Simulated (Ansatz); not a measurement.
How RbLuS2 answers to pressure

```yaml
crystal:
  lattice:
    - [1.99550, 1.15210, 7.61267]
    - [-1.99550, 1.15210, 7.61267]
    - [0.00000, -2.30420, 7.61267]
  atoms:
    - { symbol: Rb, position: [0.00000, 0.00000, 0.00000] }
    - { symbol: Lu, position: [0.50000, 0.50000, 0.50000] }
    - { symbol: S, position: [0.23030, 0.23030, 0.23030] }
    - { symbol: S, position: [0.76970, 0.76970, 0.76970] }
```

The conventional cell has a = 3.991 Å, b = 3.991 Å, c = 22.838 Å, α = 90.00°, β = 90.00°, γ = 120.00°. Rb (atom 1) is surrounded by 6 S at 3.29 Å. Around Lu (atom 2) lie 6 S at 2.72 Å. Around S (atom 3) lie 3 Lu at 2.72 Å.

Structure: COD 4030790, as refined from experiment and not relaxed.

No spin–orbit coupling, which matters for the heavy atoms here.

Theory: DFT, PBEsol, all-electron LAPW, scalar-relativistic (Ansatz 0.2.0).

The runs use a Γ-centred 9×9×9 k mesh, Fermi–Dirac smearing of 0.01 eV, basis error target 1 meV/atom, no spin polarisation.

The cell is scaled evenly with fractional coordinates held. Semilocal gaps are too small, but their slopes usually carry over better; a slope of a few tenths of an eV per unit of ln V is near zero and can change sign within a few per cent of volume.

```json
{"V/V(cell)": "0.9400", "P (GPa)": "1.42", "gap on the k mesh (eV)": "2.062"}
{"V/V(cell)": "0.9800", "P (GPa)": "-1.03", "gap on the k mesh (eV)": "2.166"}
{"V/V(cell)": "1.0000", "P (GPa)": "-2.07", "gap on the k mesh (eV)": "2.212"}
{"V/V(cell)": "1.0100", "P (GPa)": "-2.55", "gap on the k mesh (eV)": "2.233"}
```

Problem. From the rows at 0.9800 and 1.0100, what is the bulk modulus at the cell's volume?

Solution. B = −ΔP/Δln V = −[(-2.55) − (-1.03)]/0.03015 = 50.4 GPa. This is the modulus at -2.07 GPa, not at zero pressure.

Problem. What are the gap's volume deformation potential and pressure coefficient?

Solution. dEg/dln V = (2.233 − 2.166)/0.03015 = 2.22 eV, and dEg/dP = −(dEg/dln V)/B = -44 meV/GPa: pressure narrows the gap.

Problem. Predict the row at V/V(cell) = 1.0400. How far is a linear estimate of P off?

Solution. P = -3.84 GPa, gap 2.291 eV. The linear estimate P(cell) − B ln(V/V(cell)) = -4.05 GPa misses by 0.21 GPa, since the modulus falls on expansion.
